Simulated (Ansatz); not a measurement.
BeS:
```yaml
crystal:
  lattice:
    - [5.92054, 0.00000, 0.00000]
    - [0.00000, 3.48543, 0.00000]
    - [0.00000, 0.00000, 5.96941]
  atoms:
    - { symbol: Be, position: [0.14523, 0.25000, 0.90518] }
    - { symbol: Be, position: [0.35477, 0.75000, 0.40518] }
    - { symbol: Be, position: [0.85477, 0.75000, 0.09482] }
    - { symbol: Be, position: [0.64523, 0.25000, 0.59482] }
    - { symbol: S, position: [0.78245, 0.25000, 0.91508] }
    - { symbol: S, position: [0.71755, 0.75000, 0.41508] }
    - { symbol: S, position: [0.21755, 0.75000, 0.08492] }
    - { symbol: S, position: [0.28245, 0.25000, 0.58492] }
```

Relaxed with r²SCAN+D4. Special points in fractions of this cell's reciprocal vectors: Γ (0.000, 0.000, 0.000); X (0.500, 0.000, 0.000); S (0.500, 0.500, 0.000); Y (0.000, 0.500, 0.000); Z (0.000, 0.000, 0.500); U (0.500, 0.000, 0.500); R (0.500, 0.500, 0.500); T (0.000, 0.500, 0.500).

List the band energies nearest the valence-band maximum at these points for DFT-r²SCAN+D4 in the program Ansatz with PAW potentials.

In eV from the valence-band maximum; about four levels below and three above (degenerate sets whole), none deeper than 8.9 eV; points with the same levels are listed once.

| k | below | above |
|---|---|---|
| Γ | -0.68 -0.36 -0.15 0.00 | 4.45 4.85 6.19 |
| X | -0.60 -0.60 -0.44 -0.44 | 4.45 4.45 5.87 5.87 |
| S | -1.48 -1.48 -1.48 -1.48 | 5.73 5.73 5.73 5.73 |
| Y | -2.31 -2.31 -1.40 -1.40 | 4.55 4.55 7.19 7.19 |
| Z | -0.78 -0.78 -0.69 -0.69 | 4.63 4.63 6.57 6.57 |
| U | -1.09 -1.09 -0.97 -0.97 | 4.77 4.77 5.95 5.95 |
| R | -1.53 -1.53 -1.53 -1.53 | 5.10 5.10 5.10 5.10 |
| T | -1.31 -1.31 -0.91 -0.91 | 4.58 4.58 6.03 6.03 |

Space group Pnma. The start of the workflow was typed in or built on a structure type; neither database checked (COD, Materials Project) lists it. COD files the formula under space group No. 216, so this cell is another polymorph or a model. Its standing as an ambient phase is unchecked. Symmetry was held in the r²SCAN+D4 relaxation; its stability against distortions is not shown here. The volume moved by 24 % from the start of the relaxation.

Potentials: the later of the program's two PAW sets.
